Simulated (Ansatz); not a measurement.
Given:

Ti$_{3}$Al:
```xyz
4
Lattice="2.9225 0.0000 0.0000 -1.4612 2.5309 0.0000 0.0000 0.0000 9.1940" Properties=species:S:1:pos:R:3 pbc="T T T"
Ti     1.4612     0.8436     0.0000
Ti     0.0000     1.6873     6.9004
Ti     0.0000     1.6873     2.2936
Al     1.4612     0.8436     4.5970
```

This is the r²SCAN-relaxed structure.

All from the program Ansatz at the r²SCAN level (PAW), unless another level is named. Predict the density of states at the Fermi level.

0.80 states/eV per atom (mean over ±0.08 eV).

What about the formation energy from the elements (no fitted shifts)?

-0.13 eV/atom.

Space group P-6m2. The first step of the workflow began from a Materials Project structure, measured or hypothetical; the Crystallography Open Database copy checked does not list it. With Ti and Al taken as one species the cell has the higher symmetry P6_3/mmc, so it may be an ordered model of a mixed-site phase. It is not the phase usual at ambient conditions (space group No. 194). Symmetry was held in the r²SCAN relaxation; its stability against distortions is not shown here. No spin polarisation was allowed. The references are the lowest solids computed at this level, not always the standard phases.

Potentials: the later of the program's two PAW sets.
